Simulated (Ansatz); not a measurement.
GaAs (wurtzite, P6_3mc), the program Ansatz at the LDA level (PAW), all energies at zero smearing, with the estimated change up to a 700 eV cutoff added, with one set of potentials and settings (totals compare only within such a set). Cell of 4 atoms (2 Ga, 2 As): -16962.549 eV.

| element | reference phase | E (eV/atom) |
|---|---|---|
| Ga | Cmce, 4 atoms in the cell | -3706.9815 |
| As | R-3m, 2 atoms in the cell | -4773.6736 |

Formation energy per atom, worked out: (-16962.549 − 2×(-3706.9815) − 2×(-4773.6736))/4 = -0.310 eV/atom (-30 kJ per mol of atoms), at 0 K, without zero-point energy or fitted corrections.

The workflow started from a Materials Project entry (that database holds measured and hypothetical structures alike); the Crystallography Open Database copy checked does not list it. It is not the phase usual at ambient conditions (space group No. 216). The LDA relaxation kept the symmetry of its start; phonons on a q-mesh show no instability. The references are the lowest solids computed at this level, not always the standard phases.

Potentials: the later of the program's two PAW sets.
